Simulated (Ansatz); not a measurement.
LaAgO$_{2}$:
```yaml
crystal:
  lattice:
    - [1.90992, 1.10269, 6.15303]
    - [-1.90992, 1.10269, 6.15303]
    - [0.00000, -2.20539, 6.15303]
  atoms:
    - { symbol: La, position: [0.50000, 0.50000, 0.50000] }
    - { symbol: Ag, position: [0.00000, 0.00000, 0.00000] }
    - { symbol: O, position: [0.11044, 0.11044, 0.11044] }
    - { symbol: O, position: [0.88956, 0.88956, 0.88956] }
```

Plane-wave PAW r²SCAN (Ansatz code) gives a gap of 3.31 eV without spin–orbit coupling, maximum on the H0–L line, 28 % of the way from H0, minimum at Γ.

What happens when spin–orbit coupling is switched on?

The gap shrinks by 0.09 eV, to 3.22 eV; maximum at L, minimum at Γ.

Give the electron effective mass with spin–orbit coupling.

0.58, 0.91, 0.91 mₑ (principal values).

Give the hole effective mass with spin–orbit coupling.

0.57, 1.7, 3.1 mₑ (principal values).

Space group R-3m. The workflow started from a Materials Project entry (that database holds measured and hypothetical structures alike); the Crystallography Open Database copy checked does not list it. Whether it is the stable phase at ambient conditions was not checked. The r²SCAN relaxation kept the symmetry of its start; whether a distortion lowers the energy is not shown. No spin polarisation was allowed.

Potentials: the later of the program's two PAW sets.
